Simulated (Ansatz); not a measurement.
Method: Ansatz, DFT PBE, scalar-relativistic, plane waves, PAW. All cells share a 420 eV cutoff and Γ-centred k meshes spaced at most about 0.3 Å⁻¹ (about 0.25 or finer for metals, 2π included). No spin polarisation in the final relaxations.

Temperature and zero-point effects are left out.

Two relaxed structures of CdTeSe₄:

A. Space group P6/mmm (No. 191), hexagonal, a = 4.763 Å, c = 7.328 Å. Cd has 12 Se at 3.31 Å and 2 Te at 3.66 Å; Te has 12 Se at 3.30 Å and 2 Cd at 3.66 Å; around Se lie 3 Se at 2.75 Å, 3 Te at 3.30 Å and 3 Cd at 3.31 Å.

B. Space group P6/mmm (No. 191), hexagonal, a = 5.388 Å, c = 5.656 Å. Around Cd lie 2 Te at 2.83 Å and 6 Se at 3.11 Å; Te is surrounded by 2 Cd at 2.83 Å and 6 Se at 3.11 Å; around Se on its first site lie 2 Se at 2.83 Å, 3 Cd at 3.11 Å and 3 Se at 3.11 Å; Se on its second site has 2 Se at 2.83 Å, 3 Te at 3.11 Å and 3 Se at 3.11 Å.

Question: Which would you expect to be lower, and how large is the difference?

Answer: B is lower, by 211 meV/atom. A has space group P6/mmm (No. 191), 24.0 Å³/atom and no gap on its mesh; B has space group P6/mmm (No. 191), 23.7 Å³/atom and no gap. Counting Se or Te atoms around Cd (for each partner element, those within 1.25 times its shortest distance or 1.15 times the sum of covalent radii, where it is the nearest in units of that sum or under 1.3; a plus sign parts groups by distance over the sum of covalent radii; the shortest distance is added where it exceeds 1.18 times the sum of covalent radii), A has Cd 14 from 3.3 Å and B has Cd 2+6. Even the lower one lies +0.17 eV/atom against the reference forms of the elements (uncorrected), so neither is stable at this level. Both come from invented guesses. A third cell relaxed alike, in P4/mmm, lies 36 meV/atom below the lower of the two.

These runs have no spin–orbit coupling, which can matter for Te. Cells relaxed within their symmetry can be saddle points.
